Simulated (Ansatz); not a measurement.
Task: Each is relaxed and computed with r²SCAN (plane waves, PAW; program Ansatz). Which is the only metal?
A. KTaO3, cubic perovskite
B. SiC2N4, Pn-3m (Si on 2a, C on 4c, N on 8e)
C. TaSiPt, Pnma (Ta on 4c, Si on 4c, Pt on 4c)
D. SiO2, P4_2/nmc (Si on 2a, O on 4d)

Result: C, TaSiPt, Pnma (Ta on 4c, Si on 4c, Pt on 4c). TaSiPt: metal; SiC2N4: gap 4.82 eV; KTaO3: gap 2.63 eV (indirect); SiO2: gap 5.93 eV (indirect). Constructed cells (a structure type filled with these elements, in neither database checked): SiO2, P4_2/nmc (Si on 2a, O on 4d). Not the usual ambient phase: SiO2, P4_2/nmc (Si on 2a, O on 4d). Standing as an ambient phase not checked: TaSiPt, Pnma (Ta on 4c, Si on 4c, Pt on 4c); SiC2N4, Pn-3m (Si on 2a, C on 4c, N on 8e). All cells were relaxed under the symmetry of their starts (and spin orders); stability against distortions was not tested throughout. Rows with no word on spin ran without spin polarisation. Scalar-relativistic: spin–orbit coupling is off unless named, which matters more the heavier the elements.

Potentials: the later of the program's two PAW sets.
